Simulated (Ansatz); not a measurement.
Space group P-3m1 (No. 164). a = 5.542 Å, b = 5.542 Å, c = 4.445 Å, α = 90.00°, β = 90.00°, γ = 120.00°
```tsv
atom	site	symmetry	x	y	z
K	2d	3m.	0.3333	0.6667	0.7044
Ti	1a	-3m.	0.0000	0.0000	0.0000
F	6i	.m.	0.1607	0.8393	0.2317
```

Equation of state of this K2TiF6 structure (not necessarily the ground state), with shape and atoms relaxed at each volume where symmetry leaves them free. All numbers below come from Ansatz, DFT LDA, scalar-relativistic, plane waves, PAW.

Cutoff 420 eV; k points 6×6×6 on the computed 9-atom cell (Γ-centred); Gaussian smearing, width 0.02 eV; no spin polarisation.

```json
{"V (Å³/atom)": "11.563", "E − E(largest V) (meV/atom)": "20.79", "P (GPa)": "8.21", "gap on mesh (eV)": "5.07"}
{"V (Å³/atom)": "11.957", "E − E(largest V) (meV/atom)": "4.13", "P (GPa)": "5.48", "gap on mesh (eV)": "5.06"}
{"V (Å³/atom)": "12.351", "E − E(largest V) (meV/atom)": "-6.54", "P (GPa)": "3.27", "gap on mesh (eV)": "5.06"}
{"V (Å³/atom)": "12.745", "E − E(largest V) (meV/atom)": "-12.21", "P (GPa)": "1.48", "gap on mesh (eV)": "5.05"}
{"V (Å³/atom)": "13.139", "E − E(largest V) (meV/atom)": "-13.95", "P (GPa)": "0.01", "gap on mesh (eV)": "5.05"}
{"V (Å³/atom)": "13.533", "E − E(largest V) (meV/atom)": "-12.50", "P (GPa)": "-1.14", "gap on mesh (eV)": "5.05"}
{"V (Å³/atom)": "13.928", "E − E(largest V) (meV/atom)": "-8.48", "P (GPa)": "-2.07", "gap on mesh (eV)": "5.05"}
{"V (Å³/atom)": "14.453", "E − E(largest V) (meV/atom)": "0.00", "P (GPa)": "-3.05", "gap on mesh (eV)": "5.05"}
```

**Question.** Fit a third-order Birch–Murnaghan equation to E(V).

**Answer.** V0 = 13.14 Å³/atom, B0 = 43 GPa, B0' = 6.3.

Cost: 8 runs of about 3.6 core-minutes in all, on Intel Xeon 6975P-C (Granite Rapids) (shared hosts).